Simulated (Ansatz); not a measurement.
MgCdS2:
```
CELL_PARAMETERS angstrom
      3.78191     0.00000     0.00000
      0.00000     3.78191     0.00000
      0.00000     0.00000     5.35369
ATOMIC_POSITIONS crystal
  Mg 0.50000 0.50000 0.50000
  Cd 0.00000 0.00000 0.00000
  S  0.00000 0.00000 0.50000
  S  0.50000 0.50000 0.00000
```

x, y and z are the axes in which the lattice vectors are written.

Q: Give the high-frequency dielectric tensor and the Born effective charge tensors of the independent atoms from DFPT, the program Ansatz at the r²SCAN level (PAW).

A: 
ε∞:
```
6.31  0.00  0.00
0.00  6.31  0.00
0.00  0.00  6.34
```
Z* of atom 1 (Mg), rows: field, columns: displacement, in e:
```
2.39  0.00  0.00
0.00  2.39  0.00
0.00  0.00  2.41
```
Z* of atom 2 (Cd), rows: field, columns: displacement, in e:
```
2.81  0.00  0.00
0.00  2.81  0.00
0.00  0.00  2.82
```
Z* of atom 3 (S), rows: field, columns: displacement, in e:
```
-2.41   0.00   0.00
 0.00  -2.41   0.00
 0.00   0.00  -2.77
```
Z* of atom 4 (S), rows: field, columns: displacement, in e:
```
-2.79   0.00   0.00
 0.00  -2.79   0.00
 0.00   0.00  -2.46
```

Static charges for comparison (Bader): Mg1 +1.71, Cd2 +1.02, S3 -1.48, S4 -1.25 e. Born charges measure polarisation by displacement and can exceed these by far.

Space group P4/mmm. The workflow started from a Materials Project entry (that database holds measured and hypothetical structures alike); the Crystallography Open Database copy checked does not list it. With Mg and Cd taken as one species the cell has the higher symmetry Fm-3m, so it may be an ordered model of a mixed-site phase. Whether it is the stable phase at ambient conditions was not checked. Symmetry was held in the r²SCAN relaxation; of distortions, only those at the zone centre were tested. Spin–orbit coupling is left out wherever it is not named.

Potentials: the later of the program's two PAW sets.
